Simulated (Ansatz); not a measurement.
Theory: DFT PBE, scalar-relativistic, plane waves, PAW in Ansatz 0.2.0. All cells share a 420 eV cutoff and Γ-centred k meshes spaced at most about 0.3 Å⁻¹ (about 0.25 or finer for metals, 2π included). No spin polarisation in the final relaxations.

All energies are static (0 K, no zero-point motion). All come from trial cells, and lower structures may exist.

Task: Which of these relaxed structures of Ti3W2 is the lowest in energy?
A.

```xyz
5
Lattice="-1.5746 1.5746 8.4313 1.5746 -1.5746 8.4313 1.5746 1.5746 -8.4313" Properties=species:S:1:pos:R:3 pbc="T T T"
Ti    0.0000    0.0000    0.0000
Ti    0.0000    0.0000   10.2486
Ti    0.0000    0.0000    6.6139
W     0.0000    0.0000    3.4469
W     0.0000    0.0000   13.4156
```

B.

```xyz
10
Lattice="2.8359 0.0000 0.0000 -1.4179 2.4559 0.0000 0.0000 0.0000 24.0656" Properties=species:S:1:pos:R:3 pbc="T T T"
Ti    0.0000    1.6373   22.8915
Ti    0.0000    1.6373    8.4509
Ti    0.0000    1.6373   13.2633
Ti    1.4179    0.8186    1.1740
Ti    1.4179    0.8186   10.8022
Ti    1.4179    0.8186   15.6147
W     0.0000    1.6373   18.0375
W     0.0000    1.6373    3.6061
W     1.4179    0.8186   20.4595
W     1.4179    0.8186    6.0280
```

Result: A. It has Ti and W ordered on bcc sites, space group I4/mmm (No. 139); the next, B, with Ti and W ordered on hcp sites, space group P-3m1 (No. 164), lies 237 meV/atom higher. Counting all near atoms (those within 1.25 times the shortest distance at each site; a plus sign parts nearer from farther groups; a slash parts the counts of unlike sites), the lowest has Ti 13/14, W 8+5 and the next has Ti 12, W 12.

Spin–orbit coupling, which can matter for W, is left out. Cells relaxed within their symmetry can be saddle points. Some candidate types were left out of the draw beforehand, so a known form may be missing.
